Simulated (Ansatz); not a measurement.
Q: Name crystals whose computed values (r²SCAN in the plane-wave PAW code Ansatz) fall in these windows: Θ_D (K) 93 to 120; B₀ by P(V) fit (GPa) 37 to 48.

A: 

```json
[
 {"crystal": "Pb, fcc (Cu type)", "Θ_D (K)": "101", "B₀ by P(V) fit (GPa)": "44.0"}
]
```
Others may fit too.

The cell was relaxed under the symmetry of its start. Spin–orbit coupling is left out wherever it is not named.

Potentials: the later of the program's two PAW sets.
